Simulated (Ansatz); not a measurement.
An Ansatz input:

```yaml
crystal:
  lattice:
    - [7.3205535869, 0.0, 0.0]
    - [-3.6602767934, 6.339785376, 0.0]
    - [0.0, 0.0, 4.2959746262]
  atoms:
    - { symbol: Ba, position: [1.0, 0.0, 1.0] }
    - { symbol: Ba, position: [0.3333333333, 0.6666666667, 0.5] }
    - { symbol: Ba, position: [0.6666666667, 0.3333333333, 0.5] }
hamiltonian:
  xc: r2scan
  pseudopotentials:
    kind: paw
    azcp:
      Ba: "pseudopotentials/Ba.paw.azcp"
basis:
  ecutwfc: 500
  fft_grid_basis: typed
kpoints:
  mp_grid: { grid: [6, 6, 8], shift: [0, 0, 0] }
magnetization:
  spin_polarized: false
scf:
  occupations: { method: fermi_dirac, width: 0.1 }
  lower_state_search: "off"
output:
  stress: true
  write_density: true
  write_potential: true
  elf: true
  volumetric_format: npy
```

Output

```
Engine: ansatz 0.2.0, x86_64-unknown-linux-gnu
Pseudopotentials: kind: paw
Pseudopotential: Ba, paw, valence charge 10, recommended cutoff 500 eV (meta_gga) 
Functional definition: r2SCAN
  parameter k0 = 0.174
  parameter k1 = 0.065
  parameter a1 = 4.9479
  exchange = r2scan_x(k0 = k0, k1 = k1, a1 = a1)
  correlation = r2scan_c
Crystal: 3 atoms, lattice volume = 199.379 Å³
Basis set: ecut = 500 eV, 5085 PW (Γ), exchange–correlation on 216×216×128 points (64 copies of the dense FFT grid, shifted against one another)
Bands: 19, of which v1, the nominal top of the filled ones, is band 15 counted from 1 (14 counted from 0)
Symmetry: 24 space group operations
Space group: P6/mmm (ITA 191), of the structure as read, at distance tolerance 5.8e-5 Å
k-points: 35 of 288
Non-local potential: Ba, projectors of the file, l = 0: 3, l = 1: 2, l = 2: 2, l = 3: 2
PAW form: soft (Blöchl's): semilocal exchange-correlation on the pseudo side does not see the compensation charge
PAW frozen core: Ba, regenerated for the run's functional (the file was generated under x = pbe(κ = 0.804, μ = 0.2195149727645171), c = pbe(β = 0.06672455060314922))
PAW one-centre angular grid: Ba, 302 points (default); XC on 160 Gauss nodes
Initial density: superposition of atomic densities (neutral atoms: chi_scale 0, normalization atom), corrected by the library's trained network
Initial wavefunctions: pseudopotential atomic-orbital guess
Functional: x = r2scan, c = r2scan; τ floored in thin density (d = 2e-4 eV/Å³)
SCF iter   1: F=-17893.239304 eV  HF=-17893.175016 eV  |F-HF|=6.43e-2  |Δ(HF+E_count)|=         —  Δρ=3.57e-3  dr2=9.40e-2  dr2_τ=3.10e-3  ethr=1.77e-3  ⟨swp⟩=8.2  Hψ=8976  notcnv=0
automatic band count: the SCF goes on with 23 bands, as 19 were too few: the levels above may hold too much charge
SCF iter   2: F=-17893.274704 eV  HF=-17893.293725 eV  |F-HF|=1.90e-2  |Δ(HF+E_count)|=   1.19e-1  Δρ=2.21e-3  dr2=3.72e-2  dr2_τ=4.67e-4  ethr=3.13e-4  ⟨swp⟩=2.7  Hψ=1917  notcnv=0
SCF iter   3: F=-17893.289668 eV  HF=-17893.289616 eV  |F-HF|=5.18e-5  |Δ(HF+E_count)|=   4.11e-3  Δρ=4.56e-4  dr2=1.29e-3  dr2_τ=4.76e-5  ethr=1.24e-4  ⟨swp⟩=3.3  Hψ=1679  notcnv=0
SCF iter   4: F=-17893.290034 eV  HF=-17893.290044 eV  |F-HF|=9.56e-6  |Δ(HF+E_count)|=   4.27e-4  Δρ=1.29e-4  dr2=6.25e-5  dr2_τ=1.06e-6  ethr=4.30e-6  ⟨swp⟩=3.0  Hψ=1556  notcnv=0
SCF iter   5: F=-17893.290126 eV  HF=-17893.290126 eV  |F-HF|=3.70e-8  |Δ(HF+E_count)|=   8.21e-5  Δρ=3.49e-5  dr2=6.73e-6  dr2_τ=5.82e-8  ethr=2.08e-7  ⟨swp⟩=2.8  Hψ=1353  notcnv=0
SCF iter   6: F=-17893.290128 eV  HF=-17893.290128 eV  |F-HF|=3.20e-8  |Δ(HF+E_count)|=   1.96e-6  Δρ=1.02e-5  dr2=4.07e-7  dr2_τ=1.83e-8  ethr=2.24e-8  ⟨swp⟩=2.5  Hψ=1200  notcnv=0
SCF iter   7: F=-17893.290128 eV  HF=-17893.290128 eV  |F-HF|=1.49e-9  |Δ(HF+E_count)|=   1.31e-7  Δρ=2.91e-6  dr2=5.22e-8  dr2_τ=7.56e-10  ethr=3.33e-10  ⟨swp⟩=11.6  Hψ=6544  notcnv=0
SCF 1 converged in 7 iterations: F = -17893.290128 eV  dr2 = 5.22e-8
SCF converged after 7 iterations
Free energy (F): -17893.290128 eV
Harris-Foulkes:  -17893.290128 eV  (|F-HF|=1.49e-9)
Internal energy: -17893.113185 eV  (E = F + TS)
E sigma→0 (E₀):  -17893.201656 eV
Entropy (-TS):   -0.176943 eV (-58.981 meV/atom)
Fermi energy:    5.532648 eV
--- Per-component energies (eV) ---
  E_band       = -284.287027
  E_kinetic    = 498.291253
  E_local      = -1171.712606  (includes V_loc(G=0)·N_el)
  E_nonlocal   = 167.341601
  E_hartree    = 369.844185
  E_xc         = -464.611078
  E_vxc        = -433.633798  (∫ρ·V_xc dr)
  E_paw        = -15754.718487  (= ΣΔE_a)
  E_vpaw       = -105.869454  (= ΣTr[D̂ρ^β])
  E_aug_tail   = -0.000002  (compensation charges beyond the density's cutoff)
  E_vtau       = 21.609117  (kinetic-family band-sum trace: ∫τ·v_τ [+ j·A + Jᵃ·Aᵃ] dr)
  E_ewald      = -1537.759298
  E_core_change = 0.211248  (= ΣΔE_core)
  E_smearing   = -0.176943  (= −TS)
  E_closure    = 0.000000  (closes the sum)
  Σ components = -17893.290128   (vs F -17893.290128, Δ=0.00e0)
--- Stress (GPa, compression-positive) ---
       -0.016211      -0.000000       0.000000
       -0.000000      -0.016211       0.000000
        0.000000       0.000000       0.026766
  P = ⅓ Tr σ = -0.0019 GPa (-0.019 kbar)
--- Band table (eV; the first three rows and the last of 35) ---
  k-point 0: bands = ["-24.5100", "-24.4659", "-24.3934", "-9.4208", "-9.4208", "-9.2597", "-9.2597", "-9.1305", "-9.0560", "-9.0490", "-9.0490", "-9.0234", "2.6732", "5.3418", "5.9145", "5.9145", "6.0029", "6.0029", "6.2787", "7.1898", "7.8315", "7.8315", "8.4796"]
  k-point 1: bands = ["-24.5064", "-24.4627", "-24.3902", "-9.4139", "-9.4139", "-9.2463", "-9.2463", "-9.1818", "-9.1049", "-9.0798", "-9.0513", "-9.0513", "2.8740", "5.5754", "5.8590", "5.8590", "5.8853", "5.8853", "6.6168", "7.4138", "7.7643", "7.7643", "8.2104"]
  k-point 2: bands = ["-24.4977", "-24.4550", "-24.3826", "-9.3972", "-9.3972", "-9.3023", "-9.2202", "-9.2124", "-9.2102", "-9.2102", "-9.0603", "-9.0603", "3.4230", "5.5911", "5.5911", "5.7122", "5.7122", "6.0111", "7.5744", "7.6264", "7.6264", "7.7008", "7.7008"]
  k-point 34: bands = ["-24.4647", "-24.4647", "-24.3717", "-9.4955", "-9.4351", "-9.4351", "-9.3021", "-9.2485", "-9.2485", "-9.0979", "-9.0979", "-9.0831", "4.7289", "5.4096", "5.4096", "5.6970", "5.6970", "6.0221", "7.0050", "7.0050", "7.3093", "7.3093", "7.8797"]
```

Command:

```sh
ansatz run input.yaml --threads 1 --pin off --max-ram 3584MiB --backend cpu --events-out ev --progress --plain --runs-dir out
```

On 1 thread of Intel(R) Xeon(R) Platinum 8259CL CPU @ 2.50GHz (Skylake/Cascade Lake) (shared host) this took about 57 s of wall time and 49 s of CPU time.
